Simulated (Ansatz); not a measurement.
This run works on a proposed trial structure, not on a known crystal.

Input and command of a plane-wave DFT calculation in Ansatz:

```yaml
crystal:
  lattice:
    - [1.9505997583, 1.1261792956, 15.1669445532]
    - [-1.9505997583, 1.1261792956, 15.1669445532]
    - [0.0, -2.2523585911, 15.1669445532]
  atoms:
    - { symbol: Si, position: [0.0773265898, 0.0773265898, 0.0773265898] }
    - { symbol: Si, position: [0.3940067344, 0.3940067344, 0.3940067344] }
    - { symbol: Si, position: [0.341902308, 0.341902308, 0.341902308] }
    - { symbol: Si, position: [0.658097692, 0.658097692, 0.658097692] }
    - { symbol: Si, position: [0.9226734102, 0.9226734102, 0.9226734102] }
    - { symbol: Si, position: [0.6059932656, 0.6059932656, 0.6059932656] }
    - { symbol: Br, position: [0.1266618772, 0.1266618772, 0.1266618772] }
    - { symbol: Br, position: [0.8733381228, 0.8733381228, 0.8733381228] }
basis:
  ecutwfc: 420
kpoints:
  mp_grid: { grid: [12, 12, 12] }
hamiltonian:
  xc: pbe
scf:
  occupations: { method: fixed }
output:
  forces: true
  stress: true
  eigenvalues: true
relax:
  adjacent_minimum: "off"
  f_tol: 0.001
  max_steps: 60
  cell: { stress_tol: 0.01 }
```

```bash
ansatz run input.yaml --threads 3 --pin off --max-ram 7680MiB --backend cpu --events-out ev --progress --plain --runs-dir out
```

Processor: Intel(R) Xeon(R) Processor @ 2.70GHz, 3 threads, on a host shared with other jobs.

Task: Estimate time, memory and problem size.

Result: About 2.1 min, peak memory 1.1 GiB. It solves 27 bands at 189 k points (after reduction by symmetry) with about 3963 plane waves (on the last cell), in 40 SCF iterations over 6 ionic steps.
